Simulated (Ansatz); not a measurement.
input.yaml

```yaml
crystal:
  lattice:
    - [2.8956322784, 0.0, 0.0]
    - [-1.4478161392, 2.5076911131, 0.0]
    - [0.0, 0.0, 8.7479413188]
  atoms:
    - { symbol: Zn, position: [0.6666666667, 0.3333333333, 0.5] }
    - { symbol: Zn, position: [0.3333333333, 0.6666666667, 0.2559610011] }
    - { symbol: Zn, position: [0.3333333333, 0.6666666667, 0.7440389989] }
    - { symbol: Ag, position: [0.6666666667, 0.3333333333, 0.0] }
basis:
  ecutwfc: 500
kpoints:
  mp_grid: { grid: [18, 18, 6] }
hamiltonian:
  xc: r2scan
scf:
  occupations: { method: gaussian, width: 0.1 }
output:
  forces: true
  stress: true
  eigenvalues: true
relax:
  adjacent_minimum: "off"
  f_tol: 0.01
  max_steps: 30
  cell: { stress_tol: 0.1, fix: [volume] }
```

It can be run as
```bash
ansatz run input.yaml --threads 1 --pin off --backend cpu --events-out ev --progress --plain --runs-dir out  # memory cap (--max-ram) not shown
```

All numbers below come from DFT r2SCAN, scalar-relativistic, plane waves, PAW (Ansatz 0.2.0).

Part of what the program printed, abridged (final results; tables in files aren't shown):

```
SCF 4 converged in 6 iterations: F = -17580.986358 eV  dr2 = 2.53e-11
SCF converged after 6 iterations
Free energy (F): -17580.986358 eV
Harris-Foulkes:  -17580.986358 eV  (|F-HF|=2.18e-11)
Internal energy: -17580.981450 eV  (E = F + TS)
E sigma→0 (E₀):  -17580.983904 eV
Entropy (-TS):   -0.004908 eV (-1.227 meV/atom)
Fermi energy:    12.406158 eV
--- Per-component energies (eV) ---
  E_band       = -163.226249
  E_kinetic    = 917.152692
  E_local      = -7318.081230  (includes V_loc(G=0)·N_el)
  E_nonlocal   = 1923.953477
  E_hartree    = 3176.204935
  E_xc         = -550.717254
  E_vxc        = -425.390276  (∫ρ·V_xc dr)
  E_paw        = -9462.595412  (= ΣΔE_a)
  E_vpaw       = -1641.776806  (= ΣTr[D̂ρ^β])
  E_aug_tail   = -0.000082  (compensation charges beyond the density's cutoff)
  E_vtau       = 28.506200  (kinetic-family band-sum trace: ∫τ·v_τ [+ j·A + Jᵃ·Aᵃ] dr)
  E_ewald      = -6265.841410
  E_core_change = -1.057167  (= ΣΔE_core)
  E_smearing   = -0.004908  (= −TS)
--- Forces (eV/Å), atoms counted from 1 ---
  atom   1  Zn     0.00000000     0.00000000     0.00000000
  atom   2  Zn     0.00000000     0.00000000    -0.00182647
  atom   3  Zn     0.00000000     0.00000000     0.00182647
  atom   4  Ag     0.00000000     0.00000000     0.00000000
--- Stress (GPa, compression-positive) ---
       -4.798178       0.000000       0.000000
        0.000000      -4.798178       0.000000
        0.000000       0.000000      -4.798109
  P = ⅓ Tr σ = -4.7982 GPa (-47.982 kbar)
--- Band table (eV; the first three rows and the last of 148) ---
  k-point 0: bands = ["-82.6470", "-45.2904", "-45.1672", "-45.1672", "2.1847", "3.8990", "3.9516", "4.5630", "4.5649", "4.5649", "4.5980", "4.5980", "4.7405", "4.7405", "4.8563", "4.8563", "5.0103", "5.0616", "5.0616", "5.1822", "5.1822", "5.1837", "6.4887", "7.1992", "7.1992", "8.1091", "8.1091", "10.6862", "13.6816", "22.6964", "23.4408", "26.4375", "26.4375"]
  k-point 1: bands = ["-82.6470", "-45.2904", "-45.1672", "-45.1672", "2.2304", "3.7290", "3.9822", "4.5104", "4.5637", "4.5637", "4.5983", "4.5983", "4.7379", "4.7379", "4.7850", "4.8616", "4.8616", "5.0624", "5.0624", "5.1793", "5.1793", "5.6238", "6.5967", "7.1993", "7.1993", "8.1092", "8.1092", "10.1337", "14.3466", "21.0733", "25.1209", "26.4576", "26.4576"]
  k-point 2: bands = ["-82.6470", "-45.2904", "-45.1672", "-45.1672", "2.3451", "3.4250", "3.9962", "4.4320", "4.5619", "4.5619", "4.5984", "4.5984", "4.7264", "4.7341", "4.7341", "4.8712", "4.8712", "5.0646", "5.0646", "5.1729", "5.1729", "5.9654", "7.0819", "7.1994", "7.1994", "8.1092", "8.1092", "9.1112", "15.7077", "19.2255", "26.5007", "26.5007", "27.1100"]
  k-point 147: bands = ["-82.6345", "-45.2735", "-45.2538", "-45.2529", "4.1918", "4.2515", "4.3317", "4.3561", "4.4514", "4.5563", "4.6220", "4.6920", "4.7251", "4.7577", "4.9361", "5.0251", "5.0286", "5.1261", "5.1962", "6.8007", "7.0713", "7.1236", "7.2877", "7.6776", "11.4285", "11.4875", "12.3738", "12.8930", "13.0816", "13.5275", "16.5811", "16.8942", "16.9369"]
--- Relaxed structure (3 steps of the walk, 3 accepted, 1 SCFs on fresh bases) ---
  F+E_penalty+E_count = -17580.98635753 eV   max|allowed force component| = 1.826e-3 eV/Å   (the final SCF, on the basis selected at the relaxed cell)
  cell:  # Å, volume = 63.5219 Å³
    - [2.90230755, 0.0, 0.0]
    - [-1.45115377, 2.51347206, 0.0]
    - [0.0, 0.0, 8.70774726]
  atoms:
    - { symbol: Zn, position: [0.66666666, 0.33333333, 0.5] }
    - { symbol: Zn, position: [0.33333333, 0.66666666, 0.25561494] }
    - { symbol: Zn, position: [0.33333333, 0.66666666, 0.74438505] }
    - { symbol: Ag, position: [0.66666666, 0.33333333, 0.0] }
```

The relaxation met its thresholds.